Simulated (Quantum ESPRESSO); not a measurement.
Al₃ZnAs₃S (made-up cell) (calculated)

All values are calculated (Quantum ESPRESSO 7.5). Calculation on a made-up crystal cell, not a measurement, the moved input of one more run found from cubic fits through the family: the fits match the computed values on one interval only; periodic Kohn-Sham density functional theory in plane waves with PseudoDojo standard norm-conserving scalar-relativistic pseudopotentials, each functional with its own files (v0.5 for PBE, v0.4.1 for LDA and PBEsol), no spin polarisation, no spin-orbit coupling, atoms not relaxed, stress positive in tension, energies less a fixed whole-eV offset for each atom's element; levels are Kohn-Sham levels at fractions of this cell's reciprocal vectors, counted from the reference band (half the neutral cell's valence electrons, rounded up) at Gamma; error bars cover cutoff and k-mesh only, not smearing or the files; added strain carries the atoms with the cell, and shear is the tensor component; each bar is the largest change over components, and at least 0.002 eV, 0.002 eV per angstrom or 0.02 GPa; energies are for the whole cell, and the offsets were chosen from early runs and are not element reference energies.

Entry: Al₃ZnAs₃S (made-up cell)

Reference structure:
```
Al3ZnAs3S
1.0
      5.7901    -0.0232     0.0488
     -0.0232     5.8678    -0.0686
      0.0488    -0.0686     5.7347
Al Zn As S As
3 1 2 1 1
Direct
  0.00043 0.00307 -0.00837
  -0.00531 0.48763 0.49354
  0.48894 0.00149 0.50296
  0.49820 0.49905 -0.01492
  0.25976 0.24755 0.25994
  0.25013 0.74993 0.74861
  0.76264 0.25707 0.75431
  0.73738 0.74438 0.25127
```

| Quantity | Value |
| --- | --- |
| lattice type | zincblende/diamond |
| functional | pbe |
| cutoff | 1143 eV |
| fermi dirac smearing | 0.025 eV |
| scf tolerance | 1e-07 eV |
| electrons removed | 0 |
| moved input | added strain, uniform |
| moved input in the structure shown | 0.0024 |
| further run stress xx | 3.05 GPa |
| further run pressure | -3.19 GPa |
| further run stress yy | 3.89 GPa |
| further run stress zz | 2.63 GPa |
| k mesh | 4 x 4 x 4, shifted by half a step |
| structure shown | one run of the family, not the further run |
| moved input of the further run | -0.0031 |
| interval low | -0.003468 |
| interval high | -0.002712 |
| energy against integrated force or stress | 0.0003364 eV |
| error bar energy | 0.006586 eV |
| error bar stress | 0.02 GPa |

Atoms:
```tsv
atoms element	atom site	atom energy offset (eV)
Al	1	-64
Al	2	-64
Al	3	-64
Zn	4	-5687
As	5	-2887
As	6	-2887
S	7	-302
As	8	-2887
```

Family:
```tsv
moved input	stress xx (GPa)	pressure (GPa)	stress yy (GPa)	stress zz (GPa)
-0.0237	-0.7	0.55	0.14	-1.11
-0.0166	0.72	-0.87	1.57	0.31
-0.0146	1.1	-1.24	1.94	0.68
0.0024	3.87	-4	4.7	3.44
0.0054	4.28	-4.42	5.12	3.86
0.0123	5.16	-5.3	5.99	4.74
```
